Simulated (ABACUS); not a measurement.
Band structure of SnO2 (P4_2/mnm, 6 atoms in the cell; from Materials Project mp-856).

```yaml
crystal:
  lattice:
    - [4.76482, 0.00000, 0.00000]
    - [0.00000, 4.76482, 0.00000]
    - [0.00000, 0.00000, 3.20750]
  atoms:
    - { symbol: Sn, position: [0.50000, 0.50000, 0.50000] }
    - { symbol: Sn, position: [0.00000, 0.00000, 0.00000] }
    - { symbol: O, position: [0.19403, 0.80597, 0.50000] }
    - { symbol: O, position: [0.80597, 0.19403, 0.50000] }
    - { symbol: O, position: [0.69403, 0.69403, 0.00000] }
    - { symbol: O, position: [0.30597, 0.30597, 0.00000] }
```

Level of theory: PBE, PseudoDojo 0.5 standard norm-conserving PBE (tails mended) pseudopotentials (plane waves; ABACUS).

Settings: KPT = Gamma 7 7 10 0 0 0; basis_type = pw; ecutwfc = 84 Ry; smearing_method = fd; smearing_sigma = 0.000734986 Ry; potentials = PseudoDojo 0.5 standard norm-conserving PBE (tails mended); symmetry = 1; ks_solver = dav_subspace; scf_nmax = 100; scf_thr = 1.0e-09 Ry; mixing_type = broyden; mixing_beta = 0.7.

The structure comes from a collection of computed structures, made at another level of theory; the collection holds predicted forms beside known ones.

Task: Predict the gap along the standard path and the places of the band edges.

Result: The gap along the path is 1.05 eV, direct at Γ to within 0.01 eV.

Points are given in units of this cell's reciprocal vectors. Levels in eV from the top of the valence band on the path, bands 23 to 30:
```json
[
 {"point": "Γ (0 0 0)", "23": "-1.26", "24": "-0.77", "25": "-0.77", "26": "0.00", "27": "1.05", "28": "6.00", "29": "6.24", "30": "6.24"},
 {"point": "X (0 0.5 0)", "23": "-1.22", "24": "-1.22", "25": "-0.62", "26": "-0.62", "27": "4.23", "28": "4.23", "29": "7.01", "30": "7.01"},
 {"point": "M (0.5 0.5 0)", "23": "-1.34", "24": "-1.34", "25": "-0.88", "26": "-0.88", "27": "4.64", "28": "4.64", "29": "7.40", "30": "7.40"},
 {"point": "Z (0 0 0.5)", "23": "-1.61", "24": "-1.61", "25": "-1.23", "26": "-1.23", "27": "5.95", "28": "5.95", "29": "9.62", "30": "9.62"},
 {"point": "R (0 0.5 0.5)", "23": "-1.07", "24": "-1.07", "25": "-0.73", "26": "-0.73", "27": "6.22", "28": "6.22", "29": "7.92", "30": "7.92"},
 {"point": "A (0.5 0.5 0.5)", "23": "-0.94", "24": "-0.94", "25": "-0.81", "26": "-0.81", "27": "4.66", "28": "4.66", "29": "8.84", "30": "8.84"}
]
```

“Tails mended”: in these copies of the files the far tail of each local potential was reset to the Coulomb form.
